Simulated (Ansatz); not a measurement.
Relaxed-ion elastic tensor of Pt (simple cubic, space group No. 221) in GPa (Voigt order), r²SCAN in the plane-wave PAW code Ansatz; density 18.35 g/cm³, 17.65 Å³ per atom.

```
 475  70.2  70.2   0.0   0.0   0.0
70.2   475  70.2   0.0   0.0   0.0
70.2  70.2   475   0.0   0.0   0.0
 0.0   0.0   0.0  10.7   0.0   0.0
 0.0   0.0   0.0   0.0  10.7   0.0
 0.0   0.0   0.0   0.0   0.0  10.7
```

Problem. Is the crystal mechanically stable?

Solution. Yes: the smallest eigenvalue of C is 10.7 GPa.

Problem. Work out the Voigt and Reuss bounds. Is their mean of use?

Solution. K_V = 205, K_R = 205; G_V = 87.3, G_R = 17.3 GPa. The bounds lie so far apart that a Hill average or a Debye temperature from it would say little.

Space group Pm-3m (simple cubic). A made-up cell: these elements were put on the sites of a structure type; neither database checked (COD, Materials Project) lists it. It is not the phase usual at ambient conditions (space group No. 225). The cell was relaxed with r²SCAN under the symmetry of its start; whether a distortion lowers the energy is not shown. No spin polarisation was allowed. As this level gives no gap, shear constants depend on the k-mesh and smearing (Fermi–Dirac, 0.1 eV here). Spin–orbit coupling is left out wherever it is not named.

Potentials: the earlier of the program's two PAW sets.
